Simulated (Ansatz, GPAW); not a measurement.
Given: the input of a run of GPAW 26.7.0 (ASE script) on NiMoIrPdW. The cell comes from a database or a generator and needn't be the stable form of this composition.

File run.py:

```python
from ase import Atoms
from ase.dft.bandgap import bandgap
from ase.io import write
from ase.units import Bohr, GPa
from ase.parallel import parprint
from gpaw import GPAW, PW
from gpaw.elf import elf_from_dft_calculation

atoms = Atoms(['Ni', 'Mo', 'Pd', 'Ir', 'W'],
              cell=[[-1.37004, 1.37004, 9.71647],
                    [1.37004, -1.37004, 9.71647],
                    [1.37004, 1.37004, -9.71647]],
              scaled_positions=[[0.19862, 0.19862, 0.0],
                                [0.60922, 0.60922, 0.0],
                                [0.7931, 0.7931, 0.0],
                                [0.39944, 0.39944, 0.0],
                                [0.99565, 0.99565, 0.0]],
              pbc=True)
atoms.set_initial_magnetic_moments([1.0, 1.0, 0.0, 0.6, 0.0])

calc = GPAW(mode=PW(600),
            xc='PBE',
            kpts={'size': (13, 13, 13), 'gamma': True},
            occupations={'name': 'fermi-dirac', 'width': 0.05},
            nbands=64,
            convergence={'density': 1e-05, 'energy': 1e-05},
            maxiter=150,
            txt='gpaw.txt')
atoms.calc = calc
energy = atoms.get_potential_energy()
forces = atoms.get_forces()
stress = atoms.get_stress()
calc.write('gs.gpw')
write('result.traj', atoms)
parprint(f'Energy: {energy:.6f} eV')
parprint('Forces (eV/A):')
parprint(forces.round(4))
parprint('Stress (GPa):', (stress / GPa).round(3))
parprint('Moments:', calc.get_magnetic_moments().round(3))
parprint('Fermi level:', round(calc.get_fermi_level(), 4), 'eV')
parprint(f'Gap: {bandgap(calc)[0]:.4f} eV, direct: {bandgap(calc, direct=True)[0]:.4f} eV')

# fields on the real-space grid
write('density.cube', atoms, data=calc.get_pseudo_density() * Bohr**3)
write('potential.cube', atoms, data=calc.get_electrostatic_potential())
write('spin.cube', atoms, data=(calc.get_pseudo_density(spin=0) - calc.get_pseudo_density(spin=1)) * Bohr**3)
write('elf.cube', atoms, data=elf_from_dft_calculation(calc).data)
```

Potentials or basis: GPAW PAW data sets (gpaw-data 1.2.1), pw.

Launch:

```sh
$ OMP_NUM_THREADS=1 mpirun -n 4 gpaw python run.py
```

Q: Translate it to Ansatz 0.2.0. Potentials or basis there: all-electron LAPW, scalar-relativistic.

A: As run (cutoffs and basis follow the program's own potentials, and thresholds, step limits or extra output files can differ):

The input input.yaml:

```yaml
crystal:
  lattice:
    - [-1.37004, 1.37004, 9.71647]
    - [1.37004, -1.37004, 9.71647]
    - [1.37004, 1.37004, -9.71647]
  atoms:
    - { symbol: Ni, position: [0.19862, 0.19862, 0.0], spin: 1.0 }
    - { symbol: Mo, position: [0.60922, 0.60922, 0.0], spin: 1.0 }
    - { symbol: Pd, position: [0.7931, 0.7931, 0.0] }
    - { symbol: Ir, position: [0.39944, 0.39944, 0.0], spin: 0.6 }
    - { symbol: W, position: [0.99565, 0.99565, 0.0] }
kpoints:
  mp_grid: { grid: [13, 13, 13] }
scf:
  occupations: { method: fermi_dirac, width: 0.05 }
hamiltonian:
  xc: pbe
  pseudopotentials: { kind: all_electron, lapw: { basis_error: 0.001 } }
magnetization:
  spin_polarized: true
output:
  forces: true
  stress: true
  eigenvalues: true
  populations: true
```

Potentials or basis: all-electron LAPW, scalar-relativistic.

Launch:

```console
$ ansatz run input.yaml --threads 8 --pin off --max-ram 24576MiB --backend cpu --events-out ev --progress --plain --runs-dir out
```

Both were run:

|  | GPAW | Ansatz |
| --- | --- | --- |
| Pressure | -0.1 GPa | 0.0 GPa |
| Net moment | 0.00 μB per cell | 0.00 μB per cell |

Where Ansatz's input types no cutoff or centring, it takes its own default and a Γ-centred mesh.

The magnetic state is the one that the start led to; the real crystal's order can differ.

Pressure is positive in compression.
